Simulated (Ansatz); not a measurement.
YSiNO$_{2}$:
```
CELL_PARAMETERS angstrom
      3.57837     0.00000     0.00000
      0.00000     3.57837     0.00000
      0.00000     0.00000     3.69660
ATOMIC_POSITIONS crystal
  Y  0.00000 0.00000 0.99844
  Si 0.50000 0.50000 0.49839
  N  0.50000 0.50000 0.99832
  O  0.50000 0.00000 0.49827
  O  0.00000 0.50000 0.49827
```

Relaxed with r²SCAN.

Q: Tabulate the valence density and the electron localisation function along the shortest Y–N contact (2.53 Å), DFT-r²SCAN in the program Ansatz with PAW potentials.

A: 

| distance from Y (Å) | density (e/Å³) | ELF |
|---|---|---|
| 0.25 | 3.57 | 0.59 |
| 0.38 | 3.68 | 0.76 |
| 0.51 | 3.25 | 0.84 |
| 0.63 | 2.46 | 0.87 |
| 0.76 | 1.61 | 0.84 |
| 0.89 | 0.96 | 0.71 |
| 1.01 | 0.55 | 0.41 |
| 1.14 | 0.36 | 0.18 |
| 1.27 | 0.30 | 0.16 |
| 1.39 | 0.33 | 0.33 |
| 1.52 | 0.43 | 0.62 |
| 1.64 | 0.62 | 0.78 |
| 1.77 | 0.95 | 0.83 |
| 1.90 | 1.49 | 0.83 |
| 2.02 | 2.28 | 0.77 |
| 2.15 | 3.12 | 0.60 |
| 2.28 | 3.58 | 0.29 |

The density is the valence pseudo-density with augmentation charge, so density and ELF within about 1 Å of a nucleus are not all-electron values.

Space group P4/mmm. The start of the workflow was typed in or built on a structure type; neither database checked (COD, Materials Project) lists it. COD files the formula under space group No. 15, 63. Whether it is the stable phase at ambient conditions was not checked. The cell was relaxed with r²SCAN under the symmetry of its start; whether a distortion lowers the energy is not shown. No spin polarisation was allowed.

Potentials: the later of the program's two PAW sets.
